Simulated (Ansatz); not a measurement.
## MgMn₂P₂H₂O₁₀: field gradients at two levels of theory

Cell: a Materials Project structure (computed, not necessarily an observed phase), atoms as given.

```
Mg Mn H P O
1.0
     5.20757    0.00000    0.00000
    -1.03135    5.46226    0.00000
    -1.89568   -2.86276    6.44057
Mg Mn H P O
1 2 2 2 10
Direct
  0.91909 0.55914 0.15913
  0.50623 0.50204 0.50295
  0.98659 0.99921 0.98630
  0.99496 0.26722 0.34569
  0.02283 0.70385 0.66852
  0.56619 0.87535 0.23903
  0.41774 0.13097 0.75970
  0.87049 0.68324 0.72704
  0.69061 0.17272 0.38145
  0.34887 0.31084 0.64345
  0.70541 0.80839 0.06689
  0.24736 0.79368 0.14605
  0.73297 0.23001 0.89270
  0.27036 0.18094 0.92401
  0.66015 0.67877 0.33922
  0.32012 0.83259 0.61173
  0.11921 0.32520 0.27280
```

Sites (sets of like atoms) are named by element and the number of their first atom in this list.

First run. Level of theory: DFT, PBE, plane waves and PAW, scalar-relativistic, collinear spin, 420 eV cutoff, Γ-centred 5×5×4 k-points, Fermi–Dirac smearing 0.02 eV (Ansatz 0.2.0). Start moments as typed (μB): 4 on each Mn, none on the rest.

```
site  atom  V_zz (10²¹ V/m²)     η  m (μB)
  Mg     1              1.00  0.88    0.00
 Mn2     2             -3.92  0.40    3.29
 Mn3     3             -4.59  0.19    3.16
  H4     4              2.61  0.07    0.00
  H5     5              3.00  0.13    0.00
  P6     6              2.90  0.87    0.01
  P7     7              1.57  0.91    0.01
  O8     8            -11.09  0.33    0.01
  O9     9              8.78  0.29    0.04
 O10    10             10.82  0.36    0.03
 O12    12              9.39  0.43    0.03
 O13    13              9.11  0.44    0.04
 O14    14             10.24  0.42    0.03
 O17    17             -6.98  0.73    0.00
```

Second run. The same atoms and settings, except that the functional is r2SCAN and the cutoff is 500 eV.

Question: What does the second run give?

Answer: 

```
site  atom    V_zz     η  change of V_zz  m (μB)
  Mg     1    0.97  0.81           -0.03    0.00
 Mn2     2   -4.70  0.34           -0.78    3.39
 Mn3     3   -5.34  0.15           -0.75    3.28
  H4     4    2.51  0.07           -0.10    0.00
  H5     5    2.90  0.15           -0.10    0.00
  P6     6    3.10  0.82           +0.20    0.00
  P7     7    1.62  0.93           +0.05    0.01
  O8     8  -11.57  0.36           -0.48   -0.01
  O9     9    8.97  0.24           +0.19    0.04
 O10    10   11.10  0.39           +0.28    0.01
 O12    12    9.52  0.41           +0.13    0.03
 O13    13    9.26  0.41           +0.15    0.04
 O14    14   10.55  0.43           +0.31    0.01
 O17    17   -7.17  0.81           -0.19   -0.01
```

The largest change of V_zz is on Mn2, from -3.92 to -4.70. In per cent, |V_zz| changes by -3 on Mg, +16 to +20 on Mn, -4 to -3 on H, +3 to +7 on P, +1 to +4 on O (all sites that start above 0.5). The table leaves out 3 of the 17 sites, with |V_zz| up to 10.11; their tensors move by 0.26 at most along any direction. The statements above cover all sites. The absolute magnetisation of the cell goes from 8.3 to 8.4 μB.

The program didn't check the stability of this electronic state in full, so a lower one may lie near. All moments are parallel here, as the start or the cell imposes; many such compounds order antiparallel, where fields and spin densities carried over to other atoms largely cancel. The magnetic order is the one that the run reached from its start moments, not necessarily the measured one.
For the first run: The largest force is 0.7 eV/Å, so the atoms aren't at the calculated equilibrium and relaxing them would move these values. With a gap of 0.11 eV under a smearing of 0.02 eV the band edges are partly filled, so small gradients can hang on the smearing and the k-mesh.
For the second run: At this cell the r2SCAN pressure is -6 GPa, so with r2SCAN the cell would shrink if it were relaxed. The entry's cell may itself be off. The largest force is 0.5 eV/Å, so the atoms aren't at the calculated equilibrium and relaxing them would move these values. With a gap of 0.4 eV on this mesh, small gradients can still move by 0.1 × 10²¹ V/m² or more as the k-mesh gets denser.
